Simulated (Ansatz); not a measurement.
Relaxed-ion elastic tensor of Ti$_{2}$GeC in space group P6_3/mmc (No. 194; Ti on 4f, Ge on 2d, C on 2a) in GPa (Voigt order), the program Ansatz at the PBEsol level (PAW); density 5.76 g/cm³, 13.00 Å³ per atom.

```json
[
 {"": "1", "1": "309", "2": "86.2", "3": "103", "4": "0.0", "5": "0.0", "6": "0.0"},
 {"": "2", "1": "86.2", "2": "309", "3": "103", "4": "0.0", "5": "0.0", "6": "0.0"},
 {"": "3", "1": "103", "2": "103", "3": "313", "4": "0.0", "5": "0.0", "6": "0.0"},
 {"": "4", "1": "0.0", "2": "0.0", "3": "0.0", "4": "134", "5": "0.0", "6": "0.0"},
 {"": "5", "1": "0.0", "2": "0.0", "3": "0.0", "4": "0.0", "5": "134", "6": "0.0"},
 {"": "6", "1": "0.0", "2": "0.0", "3": "0.0", "4": "0.0", "5": "0.0", "6": "111"}
]
```

Question: Is the crystal mechanically stable?

Answer: Yes: the smallest eigenvalue of C is 111 GPa.

Question: Work out the Voigt, Reuss and Hill averages.

Answer: K_V = 168, K_R = 168, K_H = 168; G_V = 118, G_R = 117, G_H = 118 GPa.

Question: Give Young's modulus, Poisson's ratio, Pugh's ratio and the universal anisotropy index.

Answer: E = 9KG/(3K + G) = 286 GPa; ν = 0.22; K/G = 1.43 (brittle by the Pugh limit of 1.75); A_U = 5G_V/G_R + K_V/K_R − 6 = 0.06.

Question: Estimate the sound speeds and the Debye temperature.

Answer: v_l = √((K + 4G/3)/ρ) = 7510 m/s, v_t = √(G/ρ) = 4520 m/s, mean 5000 m/s; Θ = (h/k)(3n/4πV)^(1/3) v_m = 633 K.

Question: How much does each axis shrink under pressure?

Answer: Linear compressibilities β_i = Σ_j S_ij (j = 1 to 3): x 2.0, y 2.0, z 1.9 per TPa.

The workflow started from a Materials Project entry (that database holds measured and hypothetical structures alike); the Crystallography Open Database copy checked does not list it. Its standing as an ambient phase is unchecked. The cell was relaxed with PBEsol under the symmetry of its start; of distortions, only those at the zone centre were tested. The run is not spin-polarised. As this level gives no gap, shear constants depend on the k-mesh and smearing (Fermi–Dirac, 0.1 eV here).

Potentials: the later of the program's two PAW sets.
